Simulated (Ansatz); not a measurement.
Relaxing a structure of ZrO₂

The start is a relaxed ZrO2 cell shaken by Gaussian noise of σ = 0.08 Å a coordinate. A full variable-cell relaxation at zero pressure is run with r2SCAN (plane waves to 500 eV, PAW, scalar-relativistic; Ansatz, a first-principles code). First-step values are on the input's coarse k-mesh.

Ansatz input (later rounds restart from its end on a renewed k-mesh):
Ansatz 0.2 input:
```yaml
crystal:
  lattice:
    - [5.6125694529, 0, 0]
    - [-2.8062847264, 4.8606277267, 0]
    - [0, 0, 3.2951840904]
  atoms:
    - { symbol: O, position: [0.2879429216, 0.0045326471, -0.0249668666] }
    - { symbol: O, position: [-0.0280985343, 0.2689455468, 0.0081565191] }
    - { symbol: O, position: [0.7439663686, 0.7367316384, 0.052135418] }
    - { symbol: O, position: [0.6298944747, 0.0275134905, 0.479991023] }
    - { symbol: O, position: [0.9952107765, 0.5997289121, 0.4957452838] }
    - { symbol: O, position: [0.3905838027, 0.4100457282, 0.488824068] }
    - { symbol: Zr, position: [0.0131198137, -0.0047311652, 0.4861372676] }
    - { symbol: Zr, position: [0.3711247715, 0.7020778213, -0.0324588622] }
    - { symbol: Zr, position: [0.6537062931, 0.3194359221, 0.0026959852] }
basis: { ecutwfc: 500, ecutrho_ratio: 4, xc_grid: 4, fft_grid_basis: typed }
kpoints: { mp_grid: { grid: [5, 5, 7] } }
hamiltonian:
  xc: r2scan
  dispersion: none
  pseudopotentials: { azcp: { folder: ./paw }, kind: paw }
scf: { occupations: { method: fermi_dirac, width: 0.05 } }
relax: { f_tol: 0.01, max_steps: 100, cell: { stress_tol: 0.02 } }
output: { forces: true, stress: true }
```

Question: What pressure does the first self-consistent step give?

Answer: +9.9 GPa (positive: the cell is compressed).

Question: Which atoms feel the largest initial force, and how large is it?

Answer: 5.35 eV/Å, on Zr9 (atoms numbered as listed).

Question: How much energy is released per atom?

Answer: 0.22 eV/atom.

Question: Does it find its way back to the structure it was made from?

Answer: The parent structure is recovered, P-62m (No. 189).

Question: How do the shortest distances between atoms change?

Answer: The closest pairs of elements (up to four, under 3.6 Å), start → end: O–Zr 1.93 → 2.10 Å; O–O 2.31 → 2.50 Å; Zr–Zr 3.01 → 3.24 Å.

Question: Is the relaxed structure metallic? Give its gap.

Answer: 2.30 eV, direct at Γ (no spin-orbit coupling).

Relaxed structure:

```cif
data_O6Zr3
_chemical_formula_sum 'O6 Zr3'
_space_group_name_H-M_alt 'P-62m'
_space_group_IT_number 189
_space_group_name_Hall 'P -6 -2'
_cell_length_a 5.61246
_cell_length_b 5.61246
_cell_length_c 3.29517
_cell_angle_alpha 90.000
_cell_angle_beta 90.000
_cell_angle_gamma 120.000
loop_
_atom_site_label
_atom_site_type_symbol
_atom_site_symmetry_multiplicity
_atom_site_Wyckoff_symbol
_atom_site_fract_x
_atom_site_fract_y
_atom_site_fract_z
_atom_site_occupancy
O1 O 3 g 0.73908 0.73908 0.50000 1
O2 O 3 f 0.00000 0.59585 0.00000 1
Zr1 Zr 1 a 0.00000 0.00000 0.00000 1
Zr2 Zr 2 d 0.33333 0.66667 0.50000 1
```

Final values are on a 7×7×10 k-mesh of the relaxed cell. No spin polarisation in the result.

The relaxed structure here is a generated cell of ZrO2: the first start was made by placing the elements on the sites of a structure type, and the end was not matched to a known phase here, so it may be hypothetical. Known forms of ZrO2 include space group No. 14, 137, 225.
